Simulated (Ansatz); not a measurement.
MgZn3O4 in space group P6_3mc (No. 186; Mg on 2b, O on 2b, Zn on 6c, O on 6c), the program Ansatz at the r²SCAN level (PAW). The conduction-band minimum lies at Γ, with 1 equivalent valley. Second derivatives d²E/dk² of the lowest band at one valley (eV·Å²), along Cartesian directions:

```tsv
direction	d²E/dk²
[100]	30.11
[010]	30.11
[001]	30.19
[110]	30.11
[101]	30.15
[011]	30.15
```

Q: Find the principal effective masses, the density-of-states mass and the conductivity mass.

A: Off-diagonal terms follow from H_xy = H[110] − (H_xx + H_yy)/2, and m*/mₑ = 7.620 eV·Å² over each eigenvalue: 0.25, 0.25, 0.25. One valley's DOS mass (m₁m₂m₃)^(1/3) = 0.25, conductivity mass 3/(Σ 1/mᵢ) = 0.25 mₑ.

Q: What effective density of states Nc follows at 300 K for parabolic valleys?

A: Nc = 2.509e19 × 1 × (0.25)^(3/2) ≈ 3.1e18 cm⁻³.

The start of the workflow was typed in or built on a structure type; neither database checked (COD, Materials Project) lists it. Whether it is the stable phase at ambient conditions was not checked. Symmetry was held in the r²SCAN relaxation; its stability against distortions is not shown here.

Potentials: the earlier of the program's two PAW sets.

Edges and masses are those of Kohn–Sham bands, whose gap is no quasiparticle gap.
